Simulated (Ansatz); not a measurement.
The start is a randomly generated symmetric cell of TaSi2 (space group No. 191). Cell shape, volume and atoms are optimised at zero target pressure with r2SCAN (plane waves to 500 eV, PAW, scalar-relativistic; Ansatz, an electronic-structure program). The first steps use a coarse 5×5×11 k-mesh.

Initial structure:
```yaml
crystal:
  lattice:
    - [5.23599, 0.00000, 0.00000]
    - [-2.61799, 4.53450, 0.00000]
    - [0.00000, 0.00000, 2.11072]
  atoms:
    - { symbol: Si, position: [0.33333, 0.66667, 0.00000] }
    - { symbol: Si, position: [0.66667, 0.33333, 0.00000] }
    - { symbol: Ta, position: [0.00000, 0.00000, 0.00000] }
```

Q: By how much does the energy per atom fall from start to end?

A: About 1.4 eV/atom.

Q: How does the volume per atom move from start to end?

A: -2.5 %, from 16.70 to 16.28 Å³/atom.

Q: How do the shortest distances between atoms change?

A: The closest pairs of elements (up to four, under 3.6 Å), start → end: Si–Si 2.11 → 2.61 Å; Ta–Ta 2.11 → 2.61 Å; Si–Ta 3.02 → 2.68 Å.

Q: What band gap does the relaxed structure have at this level?

A: No gap (metallic).

Q: What does it relax into? Give the structure.

A: 
```cif
data_Si2Ta
_chemical_formula_sum 'Si2 Ta1'
_space_group_name_H-M_alt 'P6/mmm'
_space_group_IT_number 191
_space_group_name_Hall '-P 6 2'
_cell_length_a 4.64726
_cell_length_b 4.64726
_cell_length_c 2.61134
_cell_angle_alpha 90.000
_cell_angle_beta 90.000
_cell_angle_gamma 120.000
loop_
_atom_site_label
_atom_site_type_symbol
_atom_site_symmetry_multiplicity
_atom_site_Wyckoff_symbol
_atom_site_fract_x
_atom_site_fract_y
_atom_site_fract_z
_atom_site_occupancy
Si1 Si 2 c 0.33333 0.66667 0.00000 1
Ta1 Ta 1 a 0.00000 0.00000 0.00000 1
```

The space group stays P6/mmm (No. 191) (the run could not lower it), with 3 atoms in the primitive cell. Final values are on a 12×12×18 k-mesh of the relaxed cell. The start holds a very short contact (Si–Si 2.11 Å). No spin polarisation in the result. The relaxed primitive cell holds an odd number of electrons. A magnetic state may lie lower.

The run could not lose the symmetry of its start, so the end can be a saddle point.

All atoms sit on sites fixed by symmetry, so only the cell could relax.

The relaxed structure here is a generated cell of TaSi2: the first start was made by a random draw of sites in a space group, and the end was not matched to a known phase here, so it may be hypothetical. Known forms of TaSi2 include space group No. 181.
